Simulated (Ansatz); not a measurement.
## Zone-centre modes in InP

Level of theory: Ansatz 0.2.0, DFT r2SCAN, scalar-relativistic, plane waves, PAW. Settings: plane waves to 500 eV, k-mesh 8×8×6 (Γ-centred), Gaussian smearing 0.05 eV. No spin polarisation.

The undisturbed cell (relaxed at this level):

```
In P
1.0
     0.00000   -2.95357   -2.95357
     0.00000    2.95357   -2.95357
     5.90714    0.00000    0.00000
In P
2 2
Direct
  0.50000 0.50000 0.50000
  0.00000 0.00000 0.00000
  0.00000 0.50000 0.25000
  0.50000 0.00000 0.75000
```

Harmonic modes by finite displacements of 0.02 Å, without the LO–TO term. The cell doubles the primitive one, so its zone centre also holds the primitive cell's point q = (0, 1/2, 1/2).

Problem. At this geometry, is the structure stable against these modes?

Solution. Yes: no mode is imaginary beyond 10 cm⁻¹, and only the three translations lie near zero.

Problem. List the wavenumbers in cm⁻¹.

Solution. 0, 0, 0, 69, 69, 178, 296, 296, 296, 314, 314, 324.

Cost: 1 run of about 7 core-minutes, on Intel Xeon Processor @ 2.50GHz (Skylake/Cascade Lake) (shared hosts).